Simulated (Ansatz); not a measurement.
TiBO3:
```cif
data_B6O18Ti6
_chemical_formula_sum 'O18 Ti6 B6'
_space_group_name_H-M_alt 'R-3c :H'
_space_group_IT_number 167
_space_group_name_Hall '-R 3 2"c'
_cell_length_a 4.68092
_cell_length_b 4.68092
_cell_length_c 14.62539
_cell_angle_alpha 90.000
_cell_angle_beta 90.000
_cell_angle_gamma 120.000
loop_
_atom_site_label
_atom_site_type_symbol
_atom_site_symmetry_multiplicity
_atom_site_Wyckoff_symbol
_atom_site_fract_x
_atom_site_fract_y
_atom_site_fract_z
_atom_site_occupancy
O1 O 18 e 0.29432 0.29432 0.75000 1
Ti1 Ti 6 b 0.00000 0.00000 0.00000 1
B1 B 6 a 0.00000 0.00000 0.25000 1
```
(The calculation used a cell of 10 atoms; values per cell refer to that cell.)

Relaxed at zero pressure with plane-wave PAW r²SCAN (Ansatz code).

**Question.** The volume is raised by 3 % and shape and atoms relax at that volume. What pressure results, and how do the axes share the change?

**Answer.** -5.3 GPa; a 0.6 %, b 0.6 %, c 1.8 %; the energy rises by 5 meV/atom.

**Question.** Give the new structure.

**Answer.** 
Space group R-3c, hexagonal axes (No. 167); a = b = 4.7084 Å, c = 14.8887 Å, α = β = 90.00°, γ = 120.00°

```json
[
 {"atom": "O", "site": "18e", "symmetry": ".2", "x": "0.2937", "y": "0.2937", "z": "0.7500"},
 {"atom": "Ti", "site": "6b", "symmetry": "-3.", "x": "0.0000", "y": "0.0000", "z": "0.0000"},
 {"atom": "B", "site": "6a", "symmetry": "32", "x": "0.0000", "y": "0.0000", "z": "0.2500"}
]
```

The phase is kept; no other phase was compared at this pressure.

The workflow started from an entry of the Crystallography Open Database (COD). Its standing as an ambient phase is unchecked. Symmetry was held in the r²SCAN relaxation; whether a distortion lowers the energy is not shown. The run is not spin-polarised.

Potentials: the later of the program's two PAW sets.
